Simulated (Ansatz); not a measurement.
A relaxed cell of Ti (Im-3m (No. 229)), relaxed on a k-mesh at least as fine as the one used below. Computed with r2SCAN (plane waves to 500 eV, PAW, scalar-relativistic; Ansatz, an electronic-structure program). Γ-centred k-mesh 14×7×14 on the run's cell (coarser than for final values), Fermi–Dirac smearing 0.05 eV.

```xyz
2
Lattice="-1.6265 1.6265 1.6265 3.2531 -3.2531 3.2531 1.6265 1.6265 -1.6265" Properties=species:S:1:pos:R:3 pbc="T T T"
Ti     0.0000     0.0000     0.0000
Ti     1.6265    -1.6265     1.6265
```

The atoms are displaced by (Å):

| atom | ux | uy | uz |
|---|---|---|---|
| Ti1 | -0.128 | -0.030 | 0.041 |
| Ti2 | 0.127 | 0.067 | -0.029 |

Question: What forces (eV/Å) and pressure result?

Answer: 
```json
[
 {"atom": "Ti1", "Fx": "-0.07", "Fy": "0.18", "Fz": "0.44"},
 {"atom": "Ti2", "Fx": "0.07", "Fy": "-0.18", "Fz": "-0.44"}
]
```

Pressure +0.5 GPa.

The undisplaced cell is probably no minimum: from this displacement the run went on to P6₃/mmc (No. 194), 0.14 eV/atom below it.

No spin polarisation in the result.
